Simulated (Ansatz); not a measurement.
**SrRe: relaxation step by step**

Recipe of this trial structure of SrRe: close-packed layers stacked AB (P-6m2, No. 187) (elements of the layers in order: Re Sr). Its size is a rough estimate.

```xyz
2
Lattice="3.8576 0.0000 0.0000 -1.9288 3.3407 0.0000 0.0000 0.0000 5.5308" Properties=species:S:1:pos:R:3 pbc="T T T"
Sr    0.0000    2.2272    2.7654
Re    0.0000    0.0000    0.0000
```

All numbers below come from Ansatz, DFT PBE, scalar-relativistic, plane waves, PAW. Cutoff 420 eV, Gaussian smearing, Γ-centred meshes. Cell and atoms relax first on a coarse mesh and then on a finer one. In between, the cell is made exact in the group found at 0.06 Å. In metals the finer mesh still leaves noise of several meV/atom or more. The steps can't lower the symmetry of their start. No spin polarisation in the relaxation; trial moments died out in a coarse test.

Steps on the 6×6×4 mesh (2 atoms, 9 steps). The free energy counts from the last step; the plane-wave basis is renewed at times, which shifts energy and pressure.

| step | ΔF (meV/atom) | V (Å³/atom) | P (GPa) |
| --- | --- | --- | --- |
| 1 | 983.7 | 35.64 | -12.11 |
| 2 | 622.4 | 30.76 | -11.16 |
| 3 | 363.0 | 27.14 | -9.13 |
| 4 | 165.0 | 24.28 | -5.93 |
| 5 | 39.0 | 21.97 | -1.28 |
| 6 | 12.6 | 20.21 | 4.61 |
| 7 | -0.5 | 21.22 | 0.02 |
| 8 | -1.4 | 21.18 | -0.11 |
| 9 | 0.0 | 21.18 | -0.13 |

The relaxed structure, after a last relaxation on the converged mesh:

```cif
data_structure
_symmetry_space_group_name_H-M 'P 1'
_symmetry_Int_Tables_number 1
_cell_length_a 2.9712
_cell_length_b 2.9712
_cell_length_c 5.5116
_cell_angle_alpha 90.000
_cell_angle_beta 90.000
_cell_angle_gamma 120.000
_cell_volume 42.14
loop_
_atom_site_label
_atom_site_type_symbol
_atom_site_fract_x
_atom_site_fract_y
_atom_site_fract_z
_atom_site_occupancy
Sr1 Sr 0.33333 0.66667 0.50000 1
Re1 Re 0.00000 0.00000 0.00000 1
```

The symmetry stays P-6m2 (No. 187). The volume per atom shrinks by 40.9 %, from 35.6 to 21.1 Å³. The shortest distance goes from 3.55 Å (Sr–Re) to 2.97 Å (Re–Re and Sr–Sr). The ratio c/a of the conventional cell changes by a factor of 1.29. The energy falls by about 0.99 eV/atom (the start's value is from the coarse mesh). Sr is surrounded by 6 Sr at 2.97 Å and 6 Re at 3.25 Å; around Re lie 6 Re at 2.97 Å and 6 Sr at 3.25 Å.

- Volume per atom: 21.07 Å³
- Density: 10.79 g/cm³
- Energy over the elements: +1.48 eV/atom
- Gap on the 24×24×10 mesh of the 2-atom cell: 0 eV (a metal)

The zero of energy is the elements' standard structures at the same level; no fitted shifts are applied.

The last run used Gaussian smearing of 0.10 eV. These runs have no spin–orbit coupling, which can matter for Re. A structure relaxed within its symmetry needn't be a true minimum. In all, the 3 runs took 5.5 min on 1 thread of Intel(R) Xeon(R) Processor @ 2.50GHz (Skylake/Cascade Lake), on a shared host.
